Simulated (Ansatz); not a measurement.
W2N3: generalised stacking fault

Method: Ansatz 0.2.0, DFT PBEsol, scalar-relativistic, plane waves, PAW. Cutoff 420 eV, Γ-centred 15×15×3 k-points, Gaussian smearing of 0.15 eV. Spin–orbit coupling is left out, which can shift energies with elements as heavy as these. No spin polarisation. Energies are free energies at this smearing, counted from the undisturbed cell; pressure is positive in compression.

The undisturbed cell (relaxed at this level; it needn't be the usual structure):

```xyz
10
Lattice="-1.4423 -2.4982 0.0000 1.4423 -2.4982 0.0000 0.0000 0.0000 15.8944" Properties=species:S:1:pos:R:3 pbc="T T T"
W     0.0000   -1.6655   10.4698
W     0.0000   -3.3309    5.4246
W     0.0000   -3.3309    2.5226
W     0.0000   -1.6655   13.3718
N     0.0000   -1.6655    6.5355
N     0.0000   -3.3309    9.3589
N     0.0000   -3.3309   14.4827
N     0.0000   -1.6655    1.4117
N     0.0000   -1.6655    3.9736
N     0.0000   -3.3309   11.9208
```

The cell holds layers and no dispersion correction was added, so their binding is poorly described.

The cut lies on the cell's a–b face, a (0 0 1) plane (indices in the standard cell, whose axes needn't be the Cartesian ones shown) of area 7.21 Å², between layers 2.82 Å apart. Vector c is tilted by f times 1·a + 0·b (length 2.885 Å) with the atoms' Cartesian places fixed: one unrelaxed fault a cell. The cell is metallic on the mesh throughout.

Problem. Over the sampled range (0.0000 to 0.5000), is the undisturbed cell the lowest point?

Solution. No: the energy is lower at f = 0.5000, -21 in γ (mJ/m²).

The scan:

```csv
f,γ (mJ/m²)
0.0000,0
0.1000,-2
0.2000,-6
0.3000,-13
0.4000,-19
0.5000,-21
```